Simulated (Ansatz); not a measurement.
Given:

Starting cell, HfN (rock salt):

```yaml
crystal:
  lattice:
    - [0.00000, 2.26274, 2.26274]
    - [2.26274, 0.00000, 2.26274]
    - [2.26274, 2.26274, 0.00000]
  atoms:
    - { symbol: N, position: [0.00000, 0.00000, 0.00000] }
    - { symbol: Hf, position: [0.50000, 0.50000, 0.50000] }
```

In each cell atom 1 (N, nearest neighbour Hf at 2.263 Å; its periodic images, 3.2 Å or more away, move with it) moves by s·(1.000, 0.000, 0.000) (along Cartesian x), the rest being held.

All values below come from r2SCAN (plane waves to 500 eV, PAW, scalar-relativistic; Ansatz, a quantum-chemistry and plane-wave program). k mesh 14×14×14 (Γ-centred), Fermi-Dirac smearing 0.05 eV. Energies are smeared free energies. Left out: 2 of 11 points, with atoms too close for the PAW data. With partly filled bands, energies and forces of such displacements shift with the k mesh and the smearing. HfN is run without spin polarisation. HfN was relaxed with its symmetry unable to fall. Spin-orbit coupling is left out, though Hf is heavy. The zero of ΔE is the undisplaced structure.

The scan covers s from -0.360 to 0.360 Å in 9 points.

Q: Is this a single well or a double well?

A: A single well with its minimum at or next to zero displacement.

Q: Is the energy the same for equal positive and negative displacements?

A: Even: the same for both signs. With its periodic images moving along, the atom's site symmetry in this cell is m-3m.

Q: What force acts on the atom along the line at s = -0.360 Å?

A: 5.15 eV/Å.

Q: What is the force constant k = d²E/ds² of this move at s = 0?

A: 11.5 eV/Å².

Q: With two atoms in the cell this is the zone-centre optical mode. What wavenumber follows?

A: 491 cm⁻¹.

(For displaced atoms, the force is minus the slope of the energy, and its curvature is a force constant, which sets phonon frequencies.)
